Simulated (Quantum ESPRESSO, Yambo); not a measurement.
GaN (wurtzite, space group P6_3mc, No. 186): static response along x against the Γ-centred k mesh (Yambo on LDA (Quantum ESPRESSO, PseudoDojo norm-conserving, 84 Ry, scalar-relativistic) bands; 44 bands, 4 Ry block). The smallest direct LDA gap is 2.18 eV. Axes are Cartesian, with cell vectors (Å) (3.15, 0.00, 0.00), (-1.58, 2.73, 0.00), (0.00, 0.00, 5.14).

| k mesh | ε(0), independent particles | ε(0), RPA with local fields |
|---|---|---|
| 6×6×2 | 6.38 | 6.13 |
| 6×6×4 | 6.16 | 5.91 |
| 12×12×6 | [?] | [?] |

Q: What does the densest mesh give?

A: 
- 12×12×6, ε(0), independent particles: 5.84
- 12×12×6, ε(0), RPA with local fields: 5.60

The last step changes the RPA value by 5.7 %: not yet converged. Electronic response only; costs are rough.

Spin-orbit coupling is not included.

Geometry relaxed with LDA; primitive cell a = b = 3.150 Å, c = 5.136 Å, α = β = 90.00°, γ = 120.00°.
